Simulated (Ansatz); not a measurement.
Trial structure of AlAs2, not yet relaxed:

```
CELL_PARAMETERS angstrom
3.88081 0.00000 0.00000
0.00000 3.88081 0.00000
0.00000 0.00000 5.48829
ATOMIC_POSITIONS crystal
Al 0.00000 0.00000 0.00000
As 0.50000 0.00000 0.25000
As 0.00000 0.50000 0.75000
```

Theory: DFT PBE, scalar-relativistic, plane waves, PAW in Ansatz. Plane waves to 420 eV, a k mesh through Γ of 4×4×4 on the computed 3-atom cell and Gaussian smearing (0.10 eV); no spin polarisation.

Energies over the elements count from the elements' standard structures at the same level, with no fitted energy shifts.

Problem. What does a single point on this coarse mesh give?

Solution. The pressure is 1.4 GPa (the mean over three directions, positive in compression), the largest force is 0.79 eV/Å, and the energy is +0.47 eV/atom against the elements. The shortest distance is 2.38 Å.

Problem. Is it a good guess?

Solution. A rough one: relaxing gains about 0.38 eV/atom (the start's value is from the coarse mesh, so the gain is rough) in 17 ionic steps and ends at +0.09 eV/atom on the finer mesh. The symmetry stays P-4m2 (No. 115). The volume per atom shrinks by 24.2 %, from 27.6 to 20.9 Å³. The shortest distance goes from 2.38 Å (Al–As) to 2.63 Å (Al–As). The ratio c/a of the conventional cell changes by a factor of 0.70. Conventional cell: a = 3.977 Å, c = 3.960 Å. Al is surrounded by 4 As at 2.63 Å and 4 As at 3.00 Å; As has 2 Al at 2.63 Å, 4 As at 2.86 Å and 2 Al at 3.00 Å.

The last run used a 12×12×12 mesh for its 3-atom cell and Gaussian smearing of 0.10 eV. An odd number of electrons in the primitive cell allows no gap without spin; a larger cell or a magnetic state could open one. The cell is a metal run without spin; a magnetic state may lie lower. The reference form of As is held partly by dispersion forces, which this level lacks. The relaxation can't lower the symmetry of the start, and the grade says only how near the guess is to its own end. Symmetry constrained the relaxation, so the result can be a saddle point.
